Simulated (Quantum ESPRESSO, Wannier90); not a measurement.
**Si (diamond), plane waves to Wannier functions**

Cell from Materials Project (mp-149), symmetrised, no further relaxation. This is the element's usual structure. Level: PBEsol, no spin polarisation, no spin-orbit coupling; pw.x of Quantum ESPRESSO at 29 Ry with PseudoDojo potentials, 10×10×10 k-points, Wannier90. Density: 10×10×10 mesh, cold smearing 0.01 Ry.

On the energy scale of pw.x, whose zero is arbitrary, the valence-band maximum lies at 6.11 eV.

Isolated groups of bands, relative to the valence-band maximum (bands from 5 on overlap up to the last one computed):

```csv
bands,from (eV),to (eV),filling,weight on atomic waves
1–4,-11.94,0.00,filled,"Si 3p 70 %, Si 3s 29 %"
```

Input w.win:

```
num_bands = 15
num_wann = 8
num_iter = 800
conv_tol = 1.0e-6
conv_window = 4
dis_num_iter = 1000
dis_conv_tol = 1.0e-6
dis_froz_max = 1.98
write_hr = true
write_u_matrices = true
begin projections
Si: s;p
end projections
begin unit_cell_cart
ang
    0.0000000000    2.7218500000    2.7218500000
    2.7218500000    0.0000000000    2.7218500000
    2.7218500000    2.7218500000    0.0000000000
end unit_cell_cart
begin atoms_frac
Si  -0.2500000000 -0.2500000000 -0.2500000000
Si   0.5000000000  0.5000000000  0.5000000000
end atoms_frac
mp_grid = 10 10 10
begin kpoints
0.0000000000 0.0000000000 0.0000000000
0.0000000000 0.0000000000 0.1000000000
0.0000000000 0.0000000000 0.2000000000
... (997 more lines: the 10x10x10 mesh through Gamma)
end kpoints
```

The run ends without an error message, but its bands miss those of pw.x by 783 meV rms and 1.88 eV at worst (states up to 1.5 eV relative to the valence-band maximum).

Problem. What is the mistake?

Solution. Window typed relative to the reference level, not as an absolute energy. With that mended (8 functions from bands 1-15 of the 15 computed, start hydrogen-like Si: s;p, frozen window up to 1.97 eV relative to the valence-band maximum, outer window open) the misfit is 16 meV rms.
